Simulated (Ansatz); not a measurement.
Al (fcc (Cu type)), relaxed with PBE+D3(BJ) (Ansatz, a first-principles code, plane waves, PAW): a = b = c = 3.9818 Å, α = β = γ = 90.00°.

Task: The same phase is relaxed and computed with r²SCAN in the same code. What is the cell now?

Result: a = 3.991 Å, b = 3.991 Å, c = 3.991 Å, α = 90.00°, β = 90.00°, γ = 90.00°.

All cells were relaxed under the symmetry of their starts (and spin orders); stability against distortions was not tested throughout.

Potentials: the earlier of the program's two PAW sets.

Ansatz is a plane-wave DFT program.
